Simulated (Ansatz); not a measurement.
Ansatz input file:

```yaml
crystal:
  lattice:
    - [6.3982067545, 0.0, 0.0]
    - [-3.1991033772, 5.5410095881, 0.0]
    - [0.0, 0.0, 3.76748512]
  atoms:
    - { symbol: Hf, position: [0.0, 0.58351356, 0.5] }
    - { symbol: Hf, position: [0.41648644, 0.41648644, 0.5] }
    - { symbol: Hf, position: [0.58351356, 0.0, 0.5] }
    - { symbol: P, position: [0.66666667, 0.33333333, 0.0] }
    - { symbol: P, position: [0.33333333, 0.66666667, 0.0] }
    - { symbol: P, position: [0.0, 0.0, 0.5] }
    - { symbol: Ru, position: [0.2464013, 0.0, 0.0] }
    - { symbol: Ru, position: [0.7535987, 0.7535987, 0.0] }
    - { symbol: Ru, position: [0.0, 0.2464013, 0.0] }
basis:
  ecutwfc: 500
kpoints:
  mp_grid: { grid: [6, 6, 10] }
hamiltonian:
  xc: r2scan
scf:
  occupations: { method: gaussian, width: 0.1 }
output:
  forces: true
  stress: true
  eigenvalues: true
  write_density: true
  write_potential: true
  elf: true
  volumetric_format: npy
relax:
  adjacent_minimum: "off"
  f_tol: 0.005
  max_steps: 80
  cell: { stress_tol: 0.05 }
```

Run as
```bash
ansatz run input.yaml --threads 2 --pin off --max-ram 5120MiB --backend cpu --events-out ev --progress --plain --runs-dir out
```

Theory: Ansatz 0.2.0, DFT r2SCAN, scalar-relativistic, plane waves, PAW.

Part of what the program printed, abridged:

```
Pseudopotentials: kind: paw
Pseudopotential: Hf, paw, valence charge 26, recommended cutoff 500 eV (meta_gga)
Pseudopotential: P, paw, valence charge 5, recommended cutoff 500 eV (meta_gga)
Pseudopotential: Ru, paw, valence charge 16, recommended cutoff 500 eV (meta_gga)
Functional definition: r2SCAN
Crystal: 9 atoms, lattice volume = 133.567 Å³
Basis set: ecut = 500 eV, 3391 PW (Γ), exchange–correlation on 192×192×120 points (64 copies of the dense FFT grid, shifted against one another)
Bands: 85, of which v1, the nominal top of the filled ones, is band 71 counted from 1 (70 counted from 0)
Symmetry: 12 space group operations
Space group: P-62m (ITA 189), of the structure as read, at distance tolerance 5.1e-5 Å
k-points: 42 of 360 (time reversal used)
Initial density: superposition of atomic densities (neutral atoms: chi_scale 0, normalization atom), corrected by the library's trained network
Initial wavefunctions: pseudopotential atomic-orbital guess
Functional: x = r2scan, c = r2scan; τ floored in thin density (d = 2e-4 eV/Å³)
SCF iter   1: F=—  HF=-67158.987397 eV  |F-HF|=—  |Δ(HF+E_count)|=         —  Δρ=9.91e-3  dr2=1.09e-1  dr2_τ=1.64e-1  ethr=1.77e-3  ⟨swp⟩=5.8  Hψ=12071  notcnv=0  defer=7
SCF iter   2: F=—  HF=-67159.098510 eV  |F-HF|=—  |Δ(HF+E_count)|=   1.11e-1  Δρ=5.60e-3  dr2=3.90e-2  dr2_τ=3.59e-3  ethr=7.73e-5  ⟨swp⟩=2.0  Hψ=7269  notcnv=0  defer=288
SCF iter   3: F=—  HF=-67159.098018 eV  |F-HF|=—  |Δ(HF+E_count)|=   4.92e-4  Δρ=3.54e-3  dr2=1.09e-2  dr2_τ=1.10e-3  ethr=2.77e-5  ⟨swp⟩=2.0  Hψ=5144  notcnv=0  defer=288
SCF iter   4: F=—  HF=-67159.100292 eV  |F-HF|=—  |Δ(HF+E_count)|=   2.27e-3  Δρ=1.92e-3  dr2=8.31e-3  dr2_τ=3.62e-4  ethr=7.73e-6  ⟨swp⟩=3.0  Hψ=6456  notcnv=0  defer=288
SCF iter   5: F=—  HF=-67159.100232 eV  |F-HF|=—  |Δ(HF+E_count)|=   6.00e-5  Δρ=4.33e-4  dr2=3.86e-4  dr2_τ=2.12e-5  ethr=5.89e-6  ⟨swp⟩=2.0  Hψ=3905  notcnv=0  defer=288
SCF iter   6: F=—  HF=-67159.100341 eV  |F-HF|=—  |Δ(HF+E_count)|=   1.09e-4  Δρ=1.55e-4  dr2=5.09e-5  dr2_τ=1.26e-6  ethr=2.74e-7  ⟨swp⟩=2.0  Hψ=4202  notcnv=0  defer=288
SCF iter   7: F=—  HF=-67159.100372 eV  |F-HF|=—  |Δ(HF+E_count)|=   3.07e-5  Δρ=3.27e-5  dr2=1.95e-6  dr2_τ=1.02e-7  ethr=3.61e-8  ⟨swp⟩=2.0  Hψ=5039  notcnv=0  defer=288
SCF iter   8: F=—  HF=-67159.100373 eV  |F-HF|=—  |Δ(HF+E_count)|=   1.42e-6  Δρ=9.73e-6  dr2=1.68e-7  dr2_τ=6.37e-9  ethr=1.38e-9  ⟨swp⟩=2.0  Hψ=5508  notcnv=0  defer=288
SCF iter   9: F=-67159.100374 eV  HF=-67159.100374 eV  |F-HF|=1.46e-10  |Δ(HF+E_count)|=   1.22e-7  Δρ=2.21e-6  dr2=7.53e-9  dr2_τ=9.01e-10  ethr=7.09e-11  ⟨swp⟩=13.2  Hψ=27113  notcnv=0
SCF 1 converged in 9 iterations: F = -67159.100374 eV  dr2 = 7.53e-9
relax step   1: F+E_penalty+E_count = -67159.10037355 eV  Δ(F+E_penalty+E_count) = +0.000e0 eV  max|allowed force component| = 2.922e-2 eV/Å  Δτ_max = 0.0000 Å  P = +0.698 GPa  Ω = 133.567 Å³  (9 SCF iters, dr2 threshold 1.00e-7 eV, accepted)
Crystal: 9 atoms, lattice volume = 134.343 Å³
Basis set: ecut = 500 eV, 3415 PW (Γ), exchange–correlation on 192×192×120 points (64 copies of the dense FFT grid, shifted against one another)
Initial density: handed on by an earlier stage of this run
Initial wavefunctions: those handed on with the density
SCF iter   1: F=—  HF=-67159.089507 eV  |F-HF|=—  |Δ(HF+E_count)|=         —  Δρ=2.17e-3  dr2=1.34e-2  dr2_τ=1.57e-2  ethr=9.63e-6  ⟨swp⟩=2.0  Hψ=15100  notcnv=0
SCF iter   2: F=—  HF=-67159.099812 eV  |F-HF|=—  |Δ(HF+E_count)|=   1.03e-2  Δρ=7.90e-4  dr2=5.54e-4  dr2_τ=5.44e-4  ethr=9.47e-6  ⟨swp⟩=2.0  Hψ=6039  notcnv=0
SCF iter   3: F=—  HF=-67159.099902 eV  |F-HF|=—  |Δ(HF+E_count)|=   9.08e-5  Δρ=4.24e-4  dr2=2.04e-4  dr2_τ=9.18e-6  ethr=3.93e-7  ⟨swp⟩=2.0  Hψ=5326  notcnv=0
SCF iter   4: F=—  HF=-67159.099925 eV  |F-HF|=—  |Δ(HF+E_count)|=   2.30e-5  Δρ=1.34e-4  dr2=2.68e-5  dr2_τ=4.19e-6  ethr=1.45e-7  ⟨swp⟩=2.0  Hψ=6286  notcnv=0
SCF iter   5: F=—  HF=-67159.099909 eV  |F-HF|=—  |Δ(HF+E_count)|=   1.61e-5  Δρ=5.85e-5  dr2=6.81e-6  dr2_τ=3.46e-7  ethr=1.90e-8  ⟨swp⟩=2.1  Hψ=6094  notcnv=0
SCF iter   6: F=-67159.099910 eV  HF=-67159.099910 eV  |F-HF|=8.64e-9  |Δ(HF+E_count)|=   9.20e-7  Δρ=1.99e-5  dr2=7.42e-7  dr2_τ=4.96e-8  ethr=6.38e-10  ⟨swp⟩=8.1  Hψ=26071  notcnv=0
SCF 2 converged in 6 iterations: F = -67159.099910 eV  dr2 = 7.42e-7
relax step   2: F+E_penalty+E_count = -67159.09991018 eV  Δ(F+E_penalty+E_count) = +4.634e-4 eV  max|allowed force component| = 1.239e-1 eV/Å  Δτ_max = 0.0046 Å  P = -0.609 GPa  Ω = 134.343 Å³  energy of the carried Pulay correction = -2.509e-4 eV  (6 SCF iters, dr2 threshold 9.00e-7 eV, rejected (line search))
Crystal: 9 atoms, lattice volume = 133.968 Å³
Basis set: ecut = 500 eV, 3403 PW (Γ), exchange–correlation on 192×192×120 points (64 copies of the dense FFT grid, shifted against one another)
SCF iter   1: F=—  HF=-67159.098083 eV  |F-HF|=—  |Δ(HF+E_count)|=         —  Δρ=1.11e-3  dr2=3.05e-3  dr2_τ=6.40e-3  ethr=2.34e-6  ⟨swp⟩=2.0  Hψ=14982  notcnv=0
SCF iter   2: F=—  HF=-67159.101826 eV  |F-HF|=—  |Δ(HF+E_count)|=   3.74e-3  Δρ=4.32e-4  dr2=1.43e-4  dr2_τ=1.27e-4  ethr=2.17e-6  ⟨swp⟩=2.0  Hψ=6292  notcnv=0
SCF iter   3: F=—  HF=-67159.101849 eV  |F-HF|=—  |Δ(HF+E_count)|=   2.35e-5  Δρ=2.40e-4  dr2=4.74e-5  dr2_τ=2.98e-6  ethr=1.01e-7  ⟨swp⟩=2.0  Hψ=5317  notcnv=0
SCF iter   4: F=—  HF=-67159.101847 eV  |F-HF|=—  |Δ(HF+E_count)|=   2.08e-6  Δρ=7.26e-5  dr2=5.20e-6  dr2_τ=1.03e-6  ethr=3.36e-8  ⟨swp⟩=2.0  Hψ=6292  notcnv=0
SCF iter   5: F=—  HF=-67159.101851 eV  |F-HF|=—  |Δ(HF+E_count)|=   3.86e-6  Δρ=2.89e-5  dr2=1.42e-6  dr2_τ=6.67e-8  ethr=3.69e-9  ⟨swp⟩=2.0  Hψ=6364  notcnv=0
SCF iter   6: F=—  HF=-67159.101851 eV  |F-HF|=—  |Δ(HF+E_count)|=   2.32e-7  Δρ=1.06e-5  dr2=2.02e-7  dr2_τ=1.10e-8  ethr=1.00e-9  ⟨swp⟩=2.1  Hψ=4273  notcnv=0
SCF iter   7: F=—  HF=-67159.101851 eV  |F-HF|=—  |Δ(HF+E_count)|=   7.50e-8  Δρ=2.67e-6  dr2=9.85e-9  dr2_τ=6.17e-10  ethr=1.43e-10  ⟨swp⟩=2.0  Hψ=5534  notcnv=0
SCF iter   8: F=—  HF=-67159.101851 eV  |F-HF|=—  |Δ(HF+E_count)|=   5.08e-9  Δρ=7.65e-7  dr2=9.36e-10  dr2_τ=4.20e-11  ethr=6.99e-12  ⟨swp⟩=2.0  Hψ=6441  notcnv=0
SCF iter   9: F=-67159.101851 eV  HF=-67159.101851 eV  |F-HF|=1.46e-11  |Δ(HF+E_count)|=  1.46e-10  Δρ=2.07e-7  dr2=5.42e-11  dr2_τ=8.40e-12  ethr=1.00e-12  ⟨swp⟩=5.0  Hψ=20993  notcnv=0
SCF 3 converged in 9 iterations: F = -67159.101851 eV  dr2 = 5.42e-11
relax step   3: F+E_penalty+E_count = -67159.10185114 eV  Δ(F+E_penalty+E_count) = -1.478e-3 eV  max|allowed force component| = 2.147e-2 eV/Å  Δτ_max = 0.0013 Å  P = +0.012 GPa  Ω = 133.968 Å³  energy of the carried Pulay correction = -1.298e-4 eV  (9 SCF iters, accepted)
Crystal: 9 atoms, lattice volume = 133.981 Å³
SCF iter   1: F=—  HF=-67159.101837 eV  |F-HF|=—  |Δ(HF+E_count)|=         —  Δρ=9.46e-5  dr2=1.04e-5  dr2_τ=1.07e-4  ethr=8.18e-9  ⟨swp⟩=3.0  Hψ=14912  notcnv=0
SCF iter   2: F=—  HF=-67159.101896 eV  |F-HF|=—  |Δ(HF+E_count)|=   5.87e-5  Δρ=4.77e-5  dr2=2.32e-6  dr2_τ=3.29e-7  ethr=7.38e-9  ⟨swp⟩=2.0  Hψ=6546  notcnv=0
SCF iter   3: F=—  HF=-67159.101896 eV  |F-HF|=—  |Δ(HF+E_count)|=   2.12e-7  Δρ=2.69e-5  dr2=7.89e-7  dr2_τ=2.71e-8  ethr=1.65e-9  ⟨swp⟩=1.2  Hψ=3584  notcnv=0
SCF iter   4: F=—  HF=-67159.101896 eV  |F-HF|=—  |Δ(HF+E_count)|=   1.65e-7  Δρ=6.42e-6  dr2=7.24e-8  dr2_τ=7.15e-9  ethr=5.60e-10  ⟨swp⟩=2.0  Hψ=6171  notcnv=0
SCF iter   5: F=-67159.101896 eV  HF=-67159.101896 eV  |F-HF|=4.74e-9  |Δ(HF+E_count)|=   2.99e-8  Δρ=4.04e-6  dr2=2.20e-8  dr2_τ=1.13e-9  ethr=2.04e-11  ⟨swp⟩=8.1  Hψ=22663  notcnv=0
SCF 4 converged in 5 iterations: F = -67159.101896 eV  dr2 = 2.20e-8
relax step   4: F+E_penalty+E_count = -67159.10189596 eV  Δ(F+E_penalty+E_count) = -4.482e-5 eV  max|allowed force component| = 1.500e-2 eV/Å  Δτ_max = 0.0004 Å  P = -0.010 GPa  Ω = 133.981 Å³  energy of the carried Pulay correction = -1.340e-4 eV  (5 SCF iters, dr2 threshold 2.88e-8 eV, accepted)
Crystal: 9 atoms, lattice volume = 133.978 Å³
SCF iter   1: F=—  HF=-67159.101334 eV  |F-HF|=—  |Δ(HF+E_count)|=         —  Δρ=2.63e-4  dr2=4.85e-5  dr2_τ=1.15e-3  ethr=3.30e-8  ⟨swp⟩=2.0  Hψ=12197  notcnv=0
SCF iter   2: F=—  HF=-67159.101884 eV  |F-HF|=—  |Δ(HF+E_count)|=   5.50e-4  Δρ=1.38e-4  dr2=1.38e-5  dr2_τ=7.88e-7  ethr=3.30e-8  ⟨swp⟩=2.0  Hψ=6547  notcnv=0
SCF iter   3: F=—  HF=-67159.101868 eV  |F-HF|=—  |Δ(HF+E_count)|=   1.64e-5  Δρ=4.36e-5  dr2=2.05e-6  dr2_τ=3.44e-7  ethr=9.76e-9  ⟨swp⟩=2.0  Hψ=6289  notcnv=0
SCF iter   4: F=—  HF=-67159.101868 eV  |F-HF|=—  |Δ(HF+E_count)|=   3.42e-7  Δρ=1.45e-5  dr2=3.92e-7  dr2_τ=6.08e-8  ethr=1.45e-9  ⟨swp⟩=2.0  Hψ=6292  notcnv=0
SCF iter   5: F=—  HF=-67159.101868 eV  |F-HF|=—  |Δ(HF+E_count)|=   2.09e-8  Δρ=6.09e-6  dr2=7.23e-8  dr2_τ=5.25e-9  ethr=2.78e-10  ⟨swp⟩=2.0  Hψ=5481  notcnv=0
SCF iter   6: F=—  HF=-67159.101868 eV  |F-HF|=—  |Δ(HF+E_count)|=   8.21e-9  Δρ=3.01e-6  dr2=1.70e-8  dr2_τ=8.51e-10  ethr=5.13e-11  ⟨swp⟩=2.0  Hψ=5519  notcnv=0
SCF iter   7: F=-67159.101868 eV  HF=-67159.101868 eV  |F-HF|=1.16e-10  |Δ(HF+E_count)|=   4.32e-9  Δρ=1.69e-6  dr2=3.49e-9  dr2_τ=9.69e-11  ethr=9.98e-12  ⟨swp⟩=7.0  Hψ=21334  notcnv=0
SCF 5 converged in 7 iterations: F = -67159.101868 eV  dr2 = 3.49e-9
relax step   5: F+E_penalty+E_count = -67159.10186806 eV  Δ(F+E_penalty+E_count) = +2.790e-5 eV  max|allowed force component| = 2.354e-2 eV/Å  Δτ_max = 0.0016 Å  P = -0.008 GPa  Ω = 133.978 Å³  energy of the carried Pulay correction = -1.332e-4 eV  (7 SCF iters, dr2 threshold 1.41e-8 eV, rejected (line search))
Crystal: 9 atoms, lattice volume = 133.973 Å³
SCF iter   1: F=—  HF=-67159.101637 eV  |F-HF|=—  |Δ(HF+E_count)|=         —  Δρ=1.87e-4  dr2=4.37e-5  dr2_τ=5.64e-4  ethr=2.97e-8  ⟨swp⟩=2.0  Hψ=13845  notcnv=0
SCF iter   2: F=—  HF=-67159.101913 eV  |F-HF|=—  |Δ(HF+E_count)|=   2.75e-4  Δρ=1.02e-4  dr2=1.31e-5  dr2_τ=5.57e-7  ethr=2.97e-8  ⟨swp⟩=2.0  Hψ=6546  notcnv=0
SCF iter   3: F=—  HF=-67159.101909 eV  |F-HF|=—  |Δ(HF+E_count)|=   3.60e-6  Δρ=3.39e-5  dr2=2.89e-6  dr2_τ=3.53e-7  ethr=9.28e-9  ⟨swp⟩=2.0  Hψ=4520  notcnv=0
SCF iter   4: F=—  HF=-67159.101922 eV  |F-HF|=—  |Δ(HF+E_count)|=   1.30e-5  Δρ=1.21e-5  dr2=2.68e-7  dr2_τ=4.59e-8  ethr=2.05e-9  ⟨swp⟩=2.0  Hψ=5297  notcnv=0
SCF iter   5: F=—  HF=-67159.101922 eV  |F-HF|=—  |Δ(HF+E_count)|=   4.25e-8  Δρ=5.74e-6  dr2=6.52e-8  dr2_τ=3.51e-9  ethr=1.90e-10  ⟨swp⟩=2.0  Hψ=5520  notcnv=0
SCF iter   6: F=—  HF=-67159.101922 eV  |F-HF|=—  |Δ(HF+E_count)|=   4.95e-9  Δρ=2.98e-6  dr2=1.96e-8  dr2_τ=1.22e-9  ethr=4.62e-11  ⟨swp⟩=2.0  Hψ=5575  notcnv=0
SCF iter   7: F=—  HF=-67159.101922 eV  |F-HF|=—  |Δ(HF+E_count)|=   1.60e-9  Δρ=1.37e-6  dr2=2.44e-9  dr2_τ=6.84e-11  ethr=1.39e-11  ⟨swp⟩=2.0  Hψ=5527  notcnv=0
SCF iter   8: F=—  HF=-67159.101922 eV  |F-HF|=—  |Δ(HF+E_count)|=  6.26e-10  Δρ=2.78e-7  dr2=9.36e-11  dr2_τ=1.09e-11  ethr=1.73e-12  ⟨swp⟩=2.0  Hψ=5914  notcnv=0
SCF iter   9: F=-67159.101922 eV  HF=-67159.101922 eV  |F-HF|=2.91e-11  |Δ(HF+E_count)|=  5.82e-11  Δρ=8.60e-8  dr2=7.39e-12  dr2_τ=1.06e-12  ethr=1.00e-12  ⟨swp⟩=6.0  Hψ=17420  notcnv=0
SCF 6 converged in 9 iterations: F = -67159.101922 eV  dr2 = 7.39e-12
relax step   6: F+E_penalty+E_count = -67159.10192188 eV  Δ(F+E_penalty+E_count) = -2.591e-5 eV  max|allowed force component| = 1.774e-3 eV/Å  Δτ_max = 0.0006 Å  P = +0.003 GPa  Ω = 133.973 Å³  energy of the carried Pulay correction = -1.314e-4 eV  (9 SCF iters, accepted)
Initial wavefunctions: pseudopotential atomic-orbital guess (no wavefunctions were taken with the density)
SCF iter   1: F=—  HF=-67159.101935 eV  |F-HF|=—  |Δ(HF+E_count)|=         —  Δρ=1.19e-4  dr2=3.45e-7  dr2_τ=1.39e-7  ethr=1.59e-7  ⟨swp⟩=3.1  Hψ=22380  notcnv=0
SCF iter   2: F=—  HF=-67159.102030 eV  |F-HF|=—  |Δ(HF+E_count)|=   9.48e-5  Δρ=6.03e-5  dr2=8.76e-8  dr2_τ=1.75e-6  ethr=2.44e-10  ⟨swp⟩=2.0  Hψ=6546  notcnv=0
SCF iter   3: F=—  HF=-67159.102062 eV  |F-HF|=—  |Δ(HF+E_count)|=   3.19e-5  Δρ=1.18e-6  dr2=9.03e-10  dr2_τ=4.84e-10  ethr=6.21e-11  ⟨swp⟩=2.0  Hψ=6045  notcnv=0
SCF iter   4: F=—  HF=-67159.102062 eV  |F-HF|=—  |Δ(HF+E_count)|=   4.82e-9  Δρ=5.27e-7  dr2=1.66e-10  dr2_τ=3.78e-11  ethr=1.00e-12  ⟨swp⟩=8.4  Hψ=20719  notcnv=0
SCF iter   5: F=-67159.102062 eV  HF=-67159.102062 eV  |F-HF|=2.91e-11  |Δ(HF+E_count)|=  4.37e-10  Δρ=2.45e-7  dr2=8.47e-11  dr2_τ=1.02e-11  ethr=1.00e-12  ⟨swp⟩=6.0  Hψ=17162  notcnv=0
SCF 7 converged in 5 iterations: F = -67159.102062 eV  dr2 = 8.47e-11
SCF converged after 5 iterations
Free energy (F): -67159.102062 eV
Harris-Foulkes:  -67159.102062 eV  (|F-HF|=2.91e-11)
Internal energy: -67159.069024 eV  (E = F + TS)
E sigma→0 (E₀):  -67159.085543 eV
Entropy (-TS):   -0.033038 eV (-3.671 meV/atom)
Fermi energy:    21.217535 eV
--- Per-component energies (eV) ---
  E_band       = 18.521733
  E_kinetic    = 3050.096570
  E_local      = -20067.221392  (includes V_loc(G=0)·N_el)
  E_nonlocal   = -2618.600807
  E_hartree    = 8940.655236
  E_xc         = -1589.144904
  E_vxc        = -1893.403364  (∫ρ·V_xc dr)
  E_paw        = -33020.638488  (= ΣΔE_a)
  E_vpaw       = 3556.593232  (= ΣTr[D̂ρ^β])
  E_aug_tail   = 0.000278  (compensation charges beyond the density's cutoff)
  E_vtau       = 109.746503  (kinetic-family band-sum trace: ∫τ·v_τ [+ j·A + Jᵃ·Aᵃ] dr)
  E_ewald      = -21853.974689
  E_core_change = -0.240828  (= ΣΔE_core)
  E_smearing   = -0.033038  (= −TS)
--- Forces (eV/Å), atoms counted from 1 ---
  atom   1  Hf     0.00042023    -0.00072786     0.00000000
  atom   2  Hf     0.00042023     0.00072786     0.00000000
  atom   3  Hf    -0.00084046     0.00000000     0.00000000
  atom   4  P      0.00000000     0.00000000     0.00000000
  atom   5  P      0.00000000     0.00000000     0.00000000
  atom   6  P      0.00000000     0.00000000     0.00000000
  atom   7  Ru     0.00175238     0.00000000     0.00000000
  atom   8  Ru    -0.00087619    -0.00151760     0.00000000
  atom   9  Ru    -0.00087619     0.00151760     0.00000000
--- Stress (GPa, compression-positive) ---
       -0.001497       0.000000       0.000000
        0.000000      -0.001497       0.000000
        0.000000       0.000000       0.014429
  P = ⅓ Tr σ = 0.0038 GPa (0.038 kbar)
--- Band table (eV; the first three rows and the last of 42) ---
  k-point 0: bands = ["-53.6498", "-53.6086", "-53.6086", "-42.8343", "-42.8172", "-42.8172", "-23.2778", "-23.0463", "-23.0463", "-22.8699", "-22.8699", "-22.8300", "-22.7805", "-22.7286", "-22.7286", "-11.1261", "-10.9547", "-10.9547", "-10.9129", "-10.8689", "-10.8689", "-10.7968", "-10.7412", "-10.7412", "7.1378", "8.5777", "8.6645", "8.7143", "8.7180", "8.7180", "8.7354", "8.7354", "8.7395", "8.7395", "8.7511", "8.7511", "8.7530", "8.7539", "8.7545", "8.7545", "8.7550", "8.7550", "8.7584", "8.7584", "8.7598", "8.7622", "8.7932", "9.4819", "14.2090", "14.2090", "14.7171", "15.0208", "15.0208", "15.7677", "16.2838", "16.5281", "16.5281", "17.3914", "17.3914", "17.9927", "18.1161", "18.116 ...
  k-point 1: bands = ["-53.6497", "-53.6085", "-53.6085", "-42.8341", "-42.8170", "-42.8170", "-23.2775", "-23.0465", "-23.0465", "-22.8697", "-22.8697", "-22.8298", "-22.7821", "-22.7305", "-22.7305", "-11.1245", "-10.9531", "-10.9531", "-10.9239", "-10.8763", "-10.8763", "-10.7968", "-10.7407", "-10.7407", "7.2444", "8.5792", "8.6574", "8.7195", "8.7195", "8.7235", "8.7347", "8.7347", "8.7402", "8.7402", "8.7507", "8.7507", "8.7525", "8.7535", "8.7535", "8.7550", "8.7554", "8.7554", "8.7589", "8.7589", "8.7598", "8.7642", "8.8216", "9.4372", "14.3176", "14.3176", "14.6827", "15.0907", "15.0907", "15.8019", "16.0888", "16.4518", "16.4518", "17.3719", "17.3719", "17.8116", "17.8750", "17.875 ...
  k-point 2: bands = ["-53.6496", "-53.6084", "-53.6084", "-42.8338", "-42.8165", "-42.8165", "-23.2767", "-23.0470", "-23.0470", "-22.8690", "-22.8690", "-22.8292", "-22.7865", "-22.7356", "-22.7356", "-11.1203", "-10.9525", "-10.9487", "-10.9487", "-10.8956", "-10.8956", "-10.7968", "-10.7393", "-10.7393", "7.5426", "8.5840", "8.6469", "8.7237", "8.7237", "8.7293", "8.7328", "8.7328", "8.7419", "8.7419", "8.7482", "8.7495", "8.7495", "8.7519", "8.7519", "8.7561", "8.7561", "8.7583", "8.7598", "8.7599", "8.7599", "8.7728", "8.9068", "9.3233", "14.5861", "14.6122", "14.6122", "15.2524", "15.2524", "15.4806", "15.8897", "16.2255", "16.2255", "17.4391", "17.4391", "17.5523", "17.5523", "17.589 ...
  k-point 41: bands = ["-53.6490", "-53.6081", "-53.6081", "-42.8239", "-42.8239", "-42.8153", "-23.2729", "-23.0456", "-23.0456", "-22.8725", "-22.8725", "-22.8246", "-22.8021", "-22.7467", "-22.7467", "-10.9924", "-10.9924", "-10.9821", "-10.9821", "-10.9534", "-10.8819", "-10.7969", "-10.7966", "-10.7966", "8.5329", "8.5655", "8.5655", "8.7277", "8.7277", "8.7324", "8.7333", "8.7333", "8.7360", "8.7391", "8.7391", "8.7422", "8.7489", "8.7534", "8.7534", "8.7554", "8.7554", "8.7571", "8.7609", "8.7757", "8.7757", "8.9734", "9.1206", "9.1206", "13.5463", "14.1407", "14.1407", "15.5779", "15.5779", "15.7141", "16.0862", "16.0862", "16.2261", "17.9945", "18.0958", "18.1779", "18.3242", "18.32 ...
--- Relaxed structure (6 steps of the walk, 4 accepted, 1 SCFs on fresh bases) ---
  F+E_penalty+E_count = -67159.10206174 eV   max|allowed force component| = 1.752e-3 eV/Å   (the final SCF, on the basis selected at the relaxed cell)
  cell:  # Å, volume = 133.9727 Å³
    - [6.39661072, 0.0, 0.0]
    - [-3.19830536, 5.53962739, 0.0]
    - [0.0, 0.0, 3.78081908]
  atoms:
    - { symbol: Hf, position: [0.0, 0.58346873, 0.49999999] }
    - { symbol: Hf, position: [0.41653126, 0.41653126, 0.49999999] }
    - { symbol: Hf, position: [0.58346873, 0.0, 0.49999999] }
    - { symbol: P, position: [0.66666666, 0.33333333, 0.0] }
    - { symbol: P, position: [0.33333333, 0.66666666, 0.0] }
    - { symbol: P, position: [0.0, 0.0, 0.49999999] }
    - { symbol: Ru, position: [0.24636400, 0.0, 0.0] }
    - { symbol: Ru, position: [0.75363599, 0.75363599, 0.0] }
    - { symbol: Ru, position: [0.0, 0.24636400, 0.0] }
```

The relaxation met its thresholds.

Time: 8.9 min on 2 threads of Arm Neoverse V1 (shared host), peak memory 0.96 GiB.

Spin–orbit coupling is left out, which can shift energies with elements as heavy as these.